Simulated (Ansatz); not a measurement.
A crystal relaxed with r2SCAN in Ansatz 0.2.0 has space group R-3m:H (No. 166) and a = 4.212 Å, c = 21.017 Å.

```csv
atom,site,x,y,z
Ag,3a,0.0000,0.0000,0.0000
Sc,3b,0.6667,0.3333,0.8333
Xx,6c,0.3333,0.6667,0.9132
```

With r2SCAN the valence top lies at T and the conduction bottom at F, 0.62 eV higher; the smallest vertical gap, at T, is 1.15 eV. The PBE gap is indirect, 0.30 eV (T to F), below the direct gap of 0.85 eV at T. The LDA gap is indirect, 0.20 eV (T to F), below the direct gap of 0.76 eV at T. Meshes: r2SCAN 8×8×8, PBE 8×8×8, LDA 8×8×8.

**Question.** Which element is Xx?
A. S
B. O
C. Se
D. Te

**Answer.** D. Xx is Te: an ordered 4-atom cell of AgScTe2 on the rocksalt lattice (R-3m). Ag is surrounded by 6 Te at 3.04 Å; Sc is surrounded by 6 Te at 2.95 Å; Te is surrounded by 3 Sc at 2.95 Å and 3 Ag at 3.04 Å.

Values at 0 K without nuclear motion; spin polarisation is off, and the phase may be a hypothetical one.

Spin-orbit coupling is left out, which matters wherever the heavy atoms make up the band edges.
